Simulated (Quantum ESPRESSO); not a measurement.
Moving one atom in AlMo3Pt3Ru

These are calculations, not measurements. They come from Quantum ESPRESSO 7.5, a public plane-wave density functional program. Each row is one single-point run on a made-up periodic cell of eight metal atoms, with elements, volume, strain and displacements drawn at random and not relaxed, so a cell may be unstable or far from any real phase. There is no spin polarisation or spin-orbit coupling.

Settings: PBE unless stated; PseudoDojo standard norm-conserving files; Fermi-Dirac width 0.25 eV, which means electrons at about 2900 K; cutoff 1143 eV; 6 x 4 x 4 k mesh shifted half a step off Gamma. E is the free energy of the whole cell (internal energy minus TS), so a -TS column is already part of it. Stress is positive in tension, and the pressure P is minus a third of its trace.

Checks: one run of this series was repeated at a higher cutoff and on a denser mesh, which moved values by no more than 0.013 eV, 0.12 GPa and 0.011 eV/Å, and a second program with other atomic files agreed on it to 2 % rms in force and 0.5 GPa in pressure. Known limits: heavy elements are run without spin-orbit coupling, which real alloys of them have; a spin test at this wide smearing found no moment, but such smearing suppresses magnetism that the real alloy may have.

The lattice is face-centred cubic, and the cell vectors in Å are (0.000, 3.918, 0.000); (-3.918, 0.000, -3.918); (-3.918, 0.000, 3.918), a volume of 120.27 Å³. The elements on sites 1 to 8 are Mo Pt Ru Al Mo Pt Pt Mo. The runs move the Ru atom on site 3 by u along y from its drawn, already displaced place and keep all else fixed. Forces are on that atom, and E is counted from run 5.

| run | u (Å) | Fx (eV/Å) | Fy (eV/Å) | Fz (eV/Å) | P (GPa) | E (meV) |
|---|---|---|---|---|---|---|
| 1 | -0.1562 | 0.206 | 1.733 | 0.358 | 4.58 | 144.4 |
| 2 | -0.1421 | ? | ? | ? | ? | ? |
| 3 | -0.0623 | 0.267 | 0.782 | 0.297 | 3.77 | 26.6 |
| 4 | -0.0413 | 0.283 | 0.572 | 0.286 | 3.67 | 12.4 |
| 5 | -0.0123 | 0.308 | 0.285 | 0.271 | 3.58 | 0.0 |
| 6 | 0.0921 | 0.414 | -0.746 | 0.231 | 3.70 | 24.0 |
| 7 | 0.1202 | 0.447 | -1.024 | 0.224 | 3.86 | 48.9 |

## Worked fit

A parabola through the runs shown gives Fy = 0.161 - 9.94 u + 0.8 u² eV/Å, with an error of 0.01 on the linear term and a scatter of 0.002 eV/Å. Minus its integral from run 1 to run 7 is -95 meV, and the table's energies differ by -96 meV.

## Withheld run

Question: what Fy should run 2 give?

The fit gives 1.590 ± 0.002 eV/Å. The calculation gave 1.588 eV/Å.
